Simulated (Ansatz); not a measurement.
Sc:
```cif
data_Sc4
_chemical_formula_sum 'Sc4'
_space_group_name_H-M_alt 'P 1'
_space_group_IT_number 1
_cell_length_a 3.24166
_cell_length_b 3.24166
_cell_length_c 10.36117
_cell_angle_alpha 90.000
_cell_angle_beta 90.000
_cell_angle_gamma 120.000
loop_
_space_group_symop_operation_xyz
  'x, y, z'
loop_
_atom_site_label
_atom_site_type_symbol
_atom_site_fract_x
_atom_site_fract_y
_atom_site_fract_z
_atom_site_occupancy
Sc1 Sc 0.00000 0.00000 0.00000 1
Sc2 Sc 0.00000 0.00000 0.50000 1
Sc3 Sc 0.33333 0.66667 0.25000 1
Sc4 Sc 0.66667 0.33333 0.75000 1
```

Relaxed with PBEsol.

Question: Decompose the optical modes at the zone centre into irreducible representations, and say which are infrared and Raman allowed.

Answer: Point group 6/mmm: Γ_opt = A2u + B1g + B2u + E1u + E2g + E2u. Infrared: A2u, E1u. Raman: E2g.

Question: Assign frequencies (DFPT, the program Ansatz at the PBEsol level (PAW)).

Answer: E2u 83, E2g 88, E1u 125, B2u 156, B1g 165, A2u 215 cm⁻¹.

Subscripts of B labels follow the axes of the standard setting.

Space group P6_3/mmc (dhcp (α-La type)). The start of the workflow was typed in or built on a structure type. Its sites differ from those of the usual phase in this space group: another stacking or structure type. The PBEsol relaxation kept the symmetry of its start; its stability against distortions is not shown here. No spin polarisation was allowed. As this level gives no gap, phonon frequencies hold no LO–TO term and depend on the k-mesh and smearing (Fermi–Dirac, 0.1 eV here).

Potentials: the later of the program's two PAW sets.
